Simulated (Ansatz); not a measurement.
Level of theory: DFT PBE, scalar-relativistic, plane waves, PAW (Ansatz). Settings: cutoff 420 eV, Γ-centred meshes spaced at most about 0.3 Å⁻¹, and about 0.25 Å⁻¹ or finer for metals (2π included), Gaussian smearing. No spin polarisation in the final relaxations.

Temperature and zero-point effects are left out.

Compare these two cells of Li3SiN2, each relaxed at this level.

A.

```yaml
crystal:
  lattice:
    - [3.05970, 0.00000, 0.00000]
    - [0.00000, 3.05970, 0.00000]
    - [0.00000, 0.00000, 7.11455]
  atoms:
    - { symbol: Li, position: [0.00000, 0.00000, 0.80239] }
    - { symbol: Li, position: [0.00000, 0.00000, 0.19761] }
    - { symbol: Li, position: [0.00000, 0.00000, 0.50000] }
    - { symbol: Si, position: [0.50000, 0.50000, 0.00000] }
    - { symbol: N, position: [0.50000, 0.50000, 0.23691] }
    - { symbol: N, position: [0.50000, 0.50000, 0.76309] }
```

B.

```yaml
crystal:
  lattice:
    - [3.55165, 0.00000, 0.00000]
    - [0.00000, 3.55165, 0.00000]
    - [0.00000, 0.00000, 8.71912]
  atoms:
    - { symbol: Li, position: [0.50000, 0.50000, 0.62578] }
    - { symbol: Li, position: [0.50000, 0.50000, 0.37422] }
    - { symbol: Li, position: [0.50000, 0.50000, 0.00000] }
    - { symbol: Si, position: [0.00000, 0.00000, 0.50000] }
    - { symbol: N, position: [0.00000, 0.50000, 0.50000] }
    - { symbol: N, position: [0.50000, 0.00000, 0.50000] }
```

Task: Which would you expect to be lower, and how large is the difference?

Result: B is lower, by 88 meV/atom. A has space group P4/mmm (No. 123), 11.1 Å³/atom and no gap on its mesh; B has space group P4/mmm (No. 123), 18.3 Å³/atom and no gap. Counting N atoms around Li and Si (those within 1.25 times the shortest such distance or 1.15 times the sum of covalent radii; the shortest distance is added where it exceeds 1.18 times the sum of covalent radii; a slash parts the counts of unlike sites), A has Li 4/8 from 2.9 Å, Si 2 and B has Li 4/8 from 4.7 Å, Si 4. Both come from invented guesses. A third cell relaxed alike, in P1, lies 0.50 eV/atom below the lower of the two.

No dispersion correction is applied, so the spacing and binding between layers, chains or molecules are poorly described (P4/mmm at 18.3 Å³/atom), and this can change margins and order among such cells. In P4/mmm at 11.1 Å³/atom, P4/mmm at 18.3 Å³/atom an odd number of electrons in the primitive cell allows no gap without spin; a larger cell or a magnetic state could open one. A magnetic state wasn't ruled out in cells without spin, among them P4/mmm at 11.1 Å³/atom. Cells relaxed within their symmetry can be saddle points.
